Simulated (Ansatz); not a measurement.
An Ansatz input (plane waves, PAW) for OsSe (zincblende structure) that has something wrong with it:

```yaml
crystal:
  lattice:
    - [0.0, 2.7546421506, 2.7546421506]
    - [2.7546421506, 0.0, 2.7546421506]
    - [2.7546421506, 2.7546421506, 0.0]
  atoms:
    - { symbol: Os, position: [0.0, 0.0, 0.0], spin: 1.0 }
    - { symbol: Se, position: [0.25, 0.25, 0.25] }
basis:
  ecutwfc: 420
  ecutrho_ratio: 4
kpoints:
  mp_grid: { grid: [10, 10, 10] }
hamiltonian:
  xc: pbe
scf:
  occupations: { method: gaussian, width: 0.05 }
  max_iter: 75
output:
  forces: true
  stress: true
magnetization:
  spin_polarize: true
```

Launched as:
```sh
ansatz run input.yaml --threads 2 --pin off --max-ram 2662MiB --backend cpu --events-out ev --progress --plain --runs-dir out
```

What is wrong with it?

A misspelt key. Against the sound input: magnetization.spin_polarized: "spin_polarized" → "spin_polarize" (the cap on iterations is only a precaution).

What the program printed:

```
Error: YAML parse error: error: line 23 column 3: unknown field `spin_polarize`, expected one of spin_polarized, noncollinear, spin_orbit, initial_magnetization, per_species, retry_lost_moments, magnetic_field, spin_locking, spin_spiral
  --> <input>:23:3
   |
```

The input was refused before any iteration. It ran for 0.02 s on 2 threads of AMD EPYC 9R45 96-Core Processor (Zen 5) (shared host), peak memory 0.029 GiB. The run before the change (PBE, 420 eV, 10×10×10 mesh) gave:

```tsv
run	P (GPa)	gap on the mesh (eV)	cell moment (μB)	largest force component (eV/Å)
sound	0.1	metal	0.00	0.000
```

The start was a prototype's sites filled with these elements, not a measured cell.
